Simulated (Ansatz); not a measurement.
Here is the system:

BeAlNO:
```
CELL_PARAMETERS angstrom
      2.98427     0.00000     0.00000
     -1.49214     2.58446     0.00000
      0.00000     0.00000     4.65204
ATOMIC_POSITIONS crystal
  Al 0.33333 0.66667 0.51126
  Be 0.66667 0.33333 0.99165
  O  0.33333 0.66667 0.11307
  N  0.66667 0.33333 0.63401
```

This is the PBEsol-relaxed structure. Cartesian axes are those of the cell as given.

Problem. All from PBEsol in the plane-wave PAW code Ansatz, unless another level is named. Give the highest zone-centre frequency (without LO–TO term).

Solution. 801 cm^-1.

Problem. Next, the bulk modulus (Birch–Murnaghan fit)?

Solution. 193 GPa.

Problem. Predict the elastic constants (relaxed ions, GPa).

Solution. C11 = 344, C12 = 139, C13 = 104, C14 = -19.9, C33 = 359, C44 = 103.

Problem. And the zero-point energy?

Solution. 96.6 meV/atom.

Space group P3m1. The start of the workflow was typed in or built on a structure type; neither database checked (COD, Materials Project) lists it. Its standing as an ambient phase is unchecked. Symmetry was held in the PBEsol relaxation; whether a distortion lowers the energy is not shown.

Potentials: the earlier of the program's two PAW sets. The files were generated under PBE; for other functionals the program regenerates the frozen cores, and for LDA and PBEsol the local potential too.
